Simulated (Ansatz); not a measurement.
# LuHg (CsCl-type structure)

**The experiment.** The Crystallography Open Database holds a cell as deposited of cubic LuHg (space group Pm-3m), temperature not stated (1984): a = 3.607 Å, 23.46 Å³/atom.

Method: PBEsol, scalar-relativistic; no spin polarisation; PAW, 420 eV, Γ-centred 8×8×8 mesh, 0.05 eV Gaussian smearing; code Ansatz; PAW files: Ansatz's generated set soft_2.

```cif
data_structure
_symmetry_space_group_name_H-M 'Pm-3m'
_symmetry_Int_Tables_number 221
_cell_length_a 3.5883
_cell_length_b 3.5883
_cell_length_c 3.5883
_cell_angle_alpha 90.000
_cell_angle_beta 90.000
_cell_angle_gamma 90.000
_cell_volume 46.20
loop_
_atom_site_label
_atom_site_type_symbol
_atom_site_symmetry_multiplicity
_atom_site_Wyckoff_symbol
_atom_site_fract_x
_atom_site_fract_y
_atom_site_fract_z
_atom_site_occupancy
Lu1 Lu 1 a 0.00000 0.00000 0.00000 1
Hg1 Hg 1 b 0.50000 0.50000 0.50000 1
```

The start was a prototype's sites filled with these elements; the Crystallography Open Database holds the compound in this structure.

The cell above was scaled in volume, its shape and atoms being fixed by the lattice's symmetry. Energies are counted from the cell above.

The cell is relaxed to zero pressure at this level.

```
V (Å³/atom)  ΔE (meV/atom)  P (GPa)
      22.18           10.3      3.7
      22.64            2.5      1.8
      23.10            0.0      0.0
      23.56            2.3     -1.5
      24.03            8.9     -2.9
```

(1) What do the points give for the equilibrium volume, the bulk modulus and its pressure derivative (third-order Birch–Murnaghan)?

Answer:

(1) V0 = 23.10 Å³/atom, B0 = 83 GPa, B0′ = 5.0.

B0·V0 = 82.7 GPa × 23.10 Å³ = 11.93 eV/atom sets the scale: near the minimum ΔE ≈ ½ B0 V0 x², with x = V/V0 − 1, and a pressure of 0.8 GPa squeezes the volume by about 1 %. At the ends of the curve: x = −4.0 % predicts 9.5 meV/atom and the run gives 10.3; x = +4.0 % predicts 9.6 meV/atom and the run gives 8.9. The lopsidedness is anharmonic: atoms resist being pushed together more than being pulled apart.

**Against experiment.** PBEsol gives 3.588 Å and 23.10 Å³/atom, −1.5 % in volume (−0.5 % in length) from the database's cell. PBEsol was built to cure PBE's overestimate of volumes, and the static lattice lacks thermal expansion. Spin–orbit coupling, left out, also moves the volume of such heavy elements' compounds.

Spin–orbit coupling, which matters for such heavy elements, is left out. The run is a metal.
